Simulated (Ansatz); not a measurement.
According to DFT-r²SCAN in the program Ansatz with PAW potentials, Na in the diamond structure (Fd-3m) relaxes to a = 7.649 Å. Na has 4 nearest neighbours from 3.31 Å (tetrahedral).

Electronic character: metallic (no gap).

An equation-of-state fit gives a bulk modulus of 2.6 GPa. The relaxed-ion elastic constants in GPa are C11 = -0.3, C12 = 4.0, C44 = -6.5.

The start of the workflow was typed in or built on a structure type; neither database checked (COD, Materials Project) lists it. It is not the phase usual at ambient conditions (space group No. 229). Symmetry was held in the r²SCAN relaxation. At this level the phase is mechanically unstable. As this level gives no gap, shear constants depend on the k-mesh and smearing (Fermi–Dirac, 0.1 eV here).

Potentials: the later of the program's two PAW sets.
